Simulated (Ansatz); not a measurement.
Levels of theory for CdS (4H polytype)

All numbers come from the plane-wave code Ansatz. The calculation is non-magnetic, and the structure need not be a phase that has been made.

CdS (4H polytype), relaxed with r2SCAN. It is hexagonal, P6_3mc (No. 186); a = 4.161 Å, c = 13.554 Å in the conventional setting, 25.40 Å³ an atom. Cd has 4 S at 2.54–2.55 Å; Cd has 4 S at 2.55 Å; S has 4 Cd at 2.55 Å; S has 4 Cd at 2.54–2.55 Å.

Relaxed lattice by functional, symmetry kept:
```
functional  k mesh  a (Å)   c (Å)  volume (Å³/atom)
       PBE   6×6×2  4.194  13.671             26.03
    r2SCAN   6×6×2  4.161  13.554             25.40
```

Band edges at fixed r2SCAN geometry:
```
  level   k mesh  gap (eV)    kind  edges  least direct gap (eV)
    PBE  12×12×2      1.13  direct      Γ                   1.13
PBE+SOC  12×12×2      1.12  direct      Γ                   1.12
 r2SCAN  12×12×2      1.59  direct      Γ                   1.59
  HSE06    6×6×2      2.15  direct      Γ                   2.15
   PBE0    6×6×2      2.79  direct      Γ                   2.79
```
PBE, PBE+SOC: smearing of 0.02 eV; the others have fixed occupations.
Wave cutoffs: 420 eV, 500 eV (r2SCAN).

The HSE06 gap is direct at Γ: 2.15 eV. Spin-orbit coupling changes the PBE gap by -0.02 eV, to 1.12 eV.

r2SCAN covers 45 % of the step from PBE to HSE06. For gaps to 0.1 eV, spin-orbit coupling (up to 0.02 eV here) can be left out. All these functionals give a gap of the same kind, direct.

r2SCAN (ground state on 6×6×2): The clamped-ion dielectric constant comes out as 5.44 along x and y, 5.47 along z. Born charges, averaged over directions: Cd +2.18, S -2.18 e. The program notes that the ground state's band table doesn't vouch for all the bands that the response reads.

Only the levels marked +SOC include spin-orbit coupling.

The meshes of the hybrids are coarse, so their gaps aren't converged to the digits shown.
